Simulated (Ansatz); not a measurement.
NaF (rock salt)

```
CELL_PARAMETERS angstrom
      0.00000     4.70157     4.70157
      2.35078     2.35078     4.70157
      2.35078     2.35078     0.00000
ATOMIC_POSITIONS crystal
  F  0.00000 0.00000 0.00000
  F  0.50000 0.00000 0.00000
  Na 0.00000 0.50000 0.50000
  Na 0.50000 0.50000 0.50000
```

The atoms are displaced by Q × the pattern below (from a DFPT mode at X = (0.5, 0.5, 0.0), largest move 1; Q in Å), at fixed cell. (q is in reciprocal vectors of the primitive cell; the cell shown is doubled to hold the pattern.)

| atom | x | y | z |
|---|---|---|---|
| F1 | 0.000 | 0.000 | -1.000 |
| F2 | 0.000 | 0.000 | 1.000 |
| Na3 | 0.000 | 0.000 | -0.059 |
| Na4 | 0.000 | 0.000 | 0.059 |

Method: PBE (plane waves to 420 eV, PAW, scalar-relativistic; Ansatz, a first-principles code). k mesh 12×12×12 (Γ-centred), Fermi-Dirac smearing 0.05 eV. E stands for the smeared free energy. NaF was relaxed with its symmetry unable to fall. The relaxed volume of NaF is well above the measured one; the method has no dispersion term. ΔE is measured from the undisplaced structure.

| Q (Å) | ΔE (meV/cell) |
|---|---|
| -0.1000 | 53.3 |
| -0.0833 | 36.9 |
| -0.0667 | 23.6 |
| -0.0500 | 13.2 |
| -0.0333 | withheld |
| -0.0167 | 1.5 |
| 0.0000 | 0.0 |
| 0.0167 | 1.5 |
| 0.0333 | withheld |
| 0.0500 | 13.2 |
| 0.0667 | 23.6 |
| 0.0833 | 36.9 |
| 0.1000 | 53.3 |

### Question
Fit an even polynomial form (powers 2, 4) to the given rows and predict ΔE at Q = -0.0333.

### Answer
Least squares on the 11 given rows: ΔE = (5281)·Q² + (5006)·Q⁴, in meV/cell with Q in Å; root-mean-square residual 0.02 meV/cell. At -0.0333 the fit gives 5.9 meV/cell; the calculation gives 5.9 meV/cell, the same to the digits shown. The quadratic term alone would give 5.9 meV/cell.

(A displaced cell: forces are minus the slopes of the energy, force constants its curvatures, and phonons follow from these.)
